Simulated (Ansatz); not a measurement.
Consider the following.

Ta$_{3}$Ru:
Space group Fm-3m (No. 225); a = b = c = 6.429 Å, α = β = γ = 90.00°

```
atom  site  symmetry       x       y       z
----  ----  --------  ------  ------  ------
Ta      8c      -43m  0.2500  0.2500  0.2500
Ta      4b      m-3m  0.5000  0.5000  0.5000
Ru      4a      m-3m  0.0000  0.0000  0.0000
```
(The calculation used a cell of 4 atoms; values per cell refer to that cell.)

This is the r²SCAN-relaxed structure.

### Question
All from the program Ansatz at the r²SCAN level (PAW), unless another level is named. Estimate the bulk modulus (Birch–Murnaghan fit).

### Answer
237 GPa.

### Question
And the elastic constants (relaxed ions, GPa)?

### Answer
C11 = 385, C12 = 164, C44 = 72.6.

### Question
Predict the highest zone-centre frequency.

### Answer
190 cm⁻¹.

The first step of the workflow began from a Materials Project structure, measured or hypothetical; the Crystallography Open Database copy checked does not list it. With Ta and Ru taken as one species the cell has the higher symmetry Im-3m, so it may be an ordered model of a mixed-site phase. Whether it is the stable phase at ambient conditions was not checked. The r²SCAN relaxation kept the symmetry of its start; its stability against distortions is not shown here. No spin polarisation was allowed. As this level gives no gap, shear constants depend on the k-mesh and smearing (Fermi–Dirac, 0.1 eV here). As this level gives no gap, phonon frequencies hold no LO–TO term and depend on the k-mesh and smearing (Fermi–Dirac, 0.1 eV here). Scalar-relativistic: spin–orbit coupling is off unless named, which matters more the heavier the elements.

Potentials: the later of the program's two PAW sets.
